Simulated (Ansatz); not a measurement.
Total density of states per atom from r²SCAN in the plane-wave PAW code Ansatz, in 0.25 eV bins, energy from the valence-band maximum:

```json
[
 {"E (eV)": "-7.85", "states/eV/atom": "0.00"},
 {"E (eV)": "-7.60", "states/eV/atom": "0.00"},
 {"E (eV)": "-7.35", "states/eV/atom": "0.00"},
 {"E (eV)": "-7.10", "states/eV/atom": "0.00"},
 {"E (eV)": "-6.85", "states/eV/atom": "0.00"},
 {"E (eV)": "-6.60", "states/eV/atom": "0.00"},
 {"E (eV)": "-6.35", "states/eV/atom": "0.00"},
 {"E (eV)": "-6.10", "states/eV/atom": "0.00"},
 {"E (eV)": "-5.85", "states/eV/atom": "0.00"},
 {"E (eV)": "-5.60", "states/eV/atom": "0.00"},
 {"E (eV)": "-5.35", "states/eV/atom": "0.00"},
 {"E (eV)": "-5.10", "states/eV/atom": "0.00"},
 {"E (eV)": "-4.85", "states/eV/atom": "0.07"},
 {"E (eV)": "-4.60", "states/eV/atom": "0.15"},
 {"E (eV)": "-4.35", "states/eV/atom": "0.21"},
 {"E (eV)": "-4.10", "states/eV/atom": "0.28"},
 {"E (eV)": "-3.85", "states/eV/atom": "0.38"},
 {"E (eV)": "-3.60", "states/eV/atom": "0.37"},
 {"E (eV)": "-3.35", "states/eV/atom": "0.29"},
 {"E (eV)": "-3.10", "states/eV/atom": "0.21"},
 {"E (eV)": "-2.85", "states/eV/atom": "0.20"},
 {"E (eV)": "-2.60", "states/eV/atom": "0.78"},
 {"E (eV)": "-2.35", "states/eV/atom": "0.59"},
 {"E (eV)": "-2.10", "states/eV/atom": "0.55"},
 {"E (eV)": "-1.85", "states/eV/atom": "0.43"},
 {"E (eV)": "-1.60", "states/eV/atom": "0.40"},
 {"E (eV)": "-1.35", "states/eV/atom": "2.00"},
 {"E (eV)": "-1.10", "states/eV/atom": "1.17"},
 {"E (eV)": "-0.85", "states/eV/atom": "1.55"},
 {"E (eV)": "-0.60", "states/eV/atom": "2.02"},
 {"E (eV)": "-0.35", "states/eV/atom": "3.73"},
 {"E (eV)": "-0.10", "states/eV/atom": "2.62"},
 {"E (eV)": "0.15", "states/eV/atom": "0.00"},
 {"E (eV)": "0.40", "states/eV/atom": "0.00"},
 {"E (eV)": "0.65", "states/eV/atom": "0.00"},
 {"E (eV)": "0.90", "states/eV/atom": "0.00"},
 {"E (eV)": "1.15", "states/eV/atom": "0.00"},
 {"E (eV)": "1.40", "states/eV/atom": "0.00"},
 {"E (eV)": "1.65", "states/eV/atom": "0.00"},
 {"E (eV)": "1.90", "states/eV/atom": "0.00"},
 {"E (eV)": "2.15", "states/eV/atom": "0.00"},
 {"E (eV)": "2.40", "states/eV/atom": "0.00"},
 {"E (eV)": "2.65", "states/eV/atom": "0.00"},
 {"E (eV)": "2.90", "states/eV/atom": "0.00"},
 {"E (eV)": "3.15", "states/eV/atom": "0.00"},
 {"E (eV)": "3.40", "states/eV/atom": "0.00"},
 {"E (eV)": "3.65", "states/eV/atom": "0.00"},
 {"E (eV)": "3.90", "states/eV/atom": "0.00"},
 {"E (eV)": "4.15", "states/eV/atom": "0.00"},
 {"E (eV)": "4.40", "states/eV/atom": "0.00"},
 {"E (eV)": "4.65", "states/eV/atom": "0.00"},
 {"E (eV)": "4.90", "states/eV/atom": "0.00"},
 {"E (eV)": "5.15", "states/eV/atom": "0.00"},
 {"E (eV)": "5.40", "states/eV/atom": "0.02"},
 {"E (eV)": "5.65", "states/eV/atom": "0.03"},
 {"E (eV)": "5.90", "states/eV/atom": "0.04"},
 {"E (eV)": "6.15", "states/eV/atom": "0.05"},
 {"E (eV)": "6.40", "states/eV/atom": "0.06"},
 {"E (eV)": "6.65", "states/eV/atom": "0.07"},
 {"E (eV)": "6.90", "states/eV/atom": "0.09"},
 {"E (eV)": "7.15", "states/eV/atom": "0.10"},
 {"E (eV)": "7.40", "states/eV/atom": "0.13"},
 {"E (eV)": "7.65", "states/eV/atom": "0.18"},
 {"E (eV)": "7.90", "states/eV/atom": "0.18"},
 {"E (eV)": "8.15", "states/eV/atom": "0.12"},
 {"E (eV)": "8.40", "states/eV/atom": "0.21"},
 {"E (eV)": "8.65", "states/eV/atom": "0.16"},
 {"E (eV)": "8.90", "states/eV/atom": "0.15"},
 {"E (eV)": "9.15", "states/eV/atom": "0.14"},
 {"E (eV)": "9.40", "states/eV/atom": "0.11"},
 {"E (eV)": "9.65", "states/eV/atom": "0.07"},
 {"E (eV)": "9.90", "states/eV/atom": "0.04"}
]
```

Q: Which of these materials gives this?
A) In2Rh3S2, R-3m (In on 3a, In on 3b, Rh on 9d, S on 6c)
B) InF3, R-3c (In on 6b, F on 18e)
C) InPPd5, P4/mmm (In on 1c, P on 1b, Pd on 4i, Pd on 1a)
D) GaAs, zinc blende

A: B, InF3, R-3c (In on 6b, F on 18e). Top 1 eV of the valence band: F 2p 97 %. Bottom 1 eV of the conduction band: In 5s 66 %, F 2s 13 %, F 2p 11 %, In 5p 9 %. Projections are on Löwdin-orthogonalised atomic valence shells; empty p or d shells of many metals are not among them.

The workflow started from a Materials Project entry (that database holds measured and hypothetical structures alike); the Crystallography Open Database files this formula in space group No. 167, but the cells were not matched. Whether it is the stable phase at ambient conditions was not checked. The cell was relaxed with r²SCAN under the symmetry of its start; its stability against distortions is not shown here. Spin–orbit coupling is left out wherever it is not named.

Potentials: the later of the program's two PAW sets.
